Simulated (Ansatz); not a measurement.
Mg2Si (antifluorite type, space group Fm-3m)

```
CELL_PARAMETERS angstrom
      0.00000     3.18242     3.18242
      3.18242     0.00000     3.18242
      3.18242     3.18242     0.00000
ATOMIC_POSITIONS crystal
  Si 0.00000 0.00000 0.00000
  Mg 0.25000 0.25000 0.25000
  Mg 0.75000 0.75000 0.75000
```

The slice is a {111} plane (indices of the conventional cell) through the point (0.250, 0.250, 0.250) (fractional), spanned by u = [100] and v = [-1 2 0] in vectors of this cell: u (4.50 Å) and v (7.80 Å, at 90° to u). It covers one period; positions are fractions (u, v).

Computed with PBE (plane waves to 420 eV, PAW, scalar-relativistic; Ansatz, a first-principles code). k mesh 9×9×9. These are valence fields of a PAW run, semicore shells included where kept as valence: close to a nucleus they are smooth pseudo fields. Mg2Si was relaxed with its symmetry unable to fall.

Sketch the electrostatic potential energy of an electron, from the cell's mean on this plane as a map.


```
|xxxxxxxx  ++##%%%%%%%%%%##++  xxxxxx|
|xxxxxxxx::++##****++****##++::xxxxxx|
|xxxxxx  ==****==::..::==****==  xxxx|
|xx  ..==****++::  xx  ::++****==..  |
|====++######==  xxxxxx  ==######++==|
|####%%%%%%##++..xxxxxx..++##%%%%%%##|
|%%%%@@@@@@%%**--      --**%%@@@@@@%%|
|@@@@@@@@@@@@##++--::--++##@@@@@@@@@@|
|@@@@@@@@@@@@%%##**++**##%%@@@@@@@@@@|
|@@@@@@@@@@@@%%##******##%%@@@@@@@@@@|
|@@@@@@@@@@%%##++======++##%%@@@@@@@@|
|@@@@@@@@%%**==..  xx  ..==**%%@@@@@@|
|@@@@@@%%##==  xxxxxxxxxx  ==##%%@@@@|
|@@@@@@%%**::xxxxxxxxxxxxxx::**%%@@@@|
|@@@@@@##++  xxxxxxxxxxxxxx  ++##@@@@|
|@@@@@@##==  xxxxxxxxxxxxxx  ==##@@@@|
|%%%%%%##++  xxxxxxxxxxxxxx  ++##%%%%|
|++****##++::xxxxxxxxxxxxxx::++##****|
|..::==****==  xxxxxxxxxx  ==****==::|
|xx  ::++****==..  xx  ..==****++::  |
|xxxx  ==######++======++######==  xx|
|xxxx..++##%%%%%%######%%%%%%##++..xx|
|    --**%%@@@@@@%%%%%%@@@@@@%%**--  |
|::--++##@@@@@@@@@@@@@@@@@@@@@@##++--|
|++**##%%@@@@@@@@@@@@@@@@@@@@@@%%##**|
|****##%%@@@@@@@@@@@@@@@@@@@@@@%%##**|
|====++##%%@@@@@@@@@@@@@@@@@@%%##++==|
|xx  ..==**%%@@@@@@@@@@@@@@%%**==..  |
|xxxxxx  ==##%%@@@@@@@@@@%%##==  xxxx|
|xxxxxxxx::**%%@@@@@@@@@@%%**::xxxxxx|
|xxxxxxxx  ++##@@@@@@@@@@##++  xxxxxx|
|xxxxxxxx  ==##@@@@@@@@@@##==  xxxxxx|
```
Scale: ten equal steps from -1.00 (start of ' ') to 7.41 (end of '@'), in the order ' .:-=+*#%@'. Values: electrostatic potential energy of an electron, from the cell's mean, in eV. The map has 18 points along u (two characters each, u = 0 at the left) and 32 along v (v = 0 in the bottom row). Points within 1 Å of a nucleus are blanked (x), as the pseudised field means little there. Values under -1 eV are set to -1. The zero, the cell's mean, hangs on the PAW cores.
